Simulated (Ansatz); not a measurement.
Relaxed-ion elastic tensor of C in space group Cmmm (No. 65; C on 8p, C on 8q) in GPa (Voigt order), plane-wave PAW r²SCAN (Ansatz code); density 3.44 g/cm³, 5.80 Å³ per atom.

```
1150  73.6  23.0   0.0   0.0   0.0
73.6  1120  85.4   0.0   0.0   0.0
23.0  85.4  1240   0.0   0.0   0.0
 0.0   0.0   0.0   529   0.0   0.0
 0.0   0.0   0.0   0.0   479   0.0
 0.0   0.0   0.0   0.0   0.0   385
```

Task: Is the crystal mechanically stable?

Result: Yes: the smallest eigenvalue of C is 385 GPa.

Task: Work out the Voigt, Reuss and Hill averages.

Result: K_V = 430, K_R = 430, K_H = 430; G_V = 500, G_R = 490, G_H = 495 GPa.

Task: Give Young's modulus, Poisson's ratio, Pugh's ratio and the universal anisotropy index.

Result: E = 9KG/(3K + G) = 1070 GPa; ν = 0.08; K/G = 0.87 (brittle by the Pugh limit of 1.75); A_U = 5G_V/G_R + K_V/K_R − 6 = 0.10.

Task: Estimate the sound speeds and the Debye temperature.

Result: v_l = √((K + 4G/3)/ρ) = 17800 m/s, v_t = √(G/ρ) = 12000 m/s, mean 13100 m/s; Θ = (h/k)(3n/4πV)^(1/3) v_m = 2170 K.

Task: Solve the Christoffel equation for the three sound speeds along x, y, z.

Result: Eigenvalues of C_ijkl n_j n_l equal ρv². In km/s, slowest first: x 10.58, 11.81, 18.30; y 10.58, 12.40, 18.04; z 11.81, 12.40, 19.00.

Task: How much does each axis shrink under pressure?

Result: Linear compressibilities β_i = Σ_j S_ij (j = 1 to 3): x 0.80, y 0.78, z 0.74 per TPa.

The start of the workflow was typed in or built on a structure type; the Crystallography Open Database copy checked does not list it. It is not the phase usual at ambient conditions (space group No. 194, 227). The r²SCAN relaxation kept the symmetry of its start; whether a distortion lowers the energy is not shown.

Potentials: the earlier of the program's two PAW sets.
